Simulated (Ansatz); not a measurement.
A geometry of Bi away from equilibrium: step 2 of the relaxation of a relaxed Bi cell stretched uniformly to 115 % of its volume. Method: r2SCAN (plane waves to 500 eV, PAW, scalar-relativistic; Ansatz, a first-principles code). Γ-centred k-mesh 8×8×8 on the run's cell (coarser than for final values), Fermi–Dirac smearing 0.05 eV. The plane waves were selected for a different cell earlier on the path.

```
Bi
1.0
    2.25916     1.30433     4.17329
   -2.25916     1.30433     4.17329
    0.00000    -2.60865     4.17329
Bi
2
Direct
  0.22577   0.22577   0.22577
  0.77423   0.77423   0.77423
```

### Question
Give the Cartesian forces on all atoms (eV/Å).

### Answer
```tsv
atom	Fx	Fy	Fz
Bi1	0.00	0.00	0.77
Bi2	0.00	0.00	-0.77
```

The path ends in R-3m (No. 166) (AFLOW prototype A_hR2_166_c (A7, as in As)). No spin polarisation in the result.

The run could not lose the symmetry of its start.
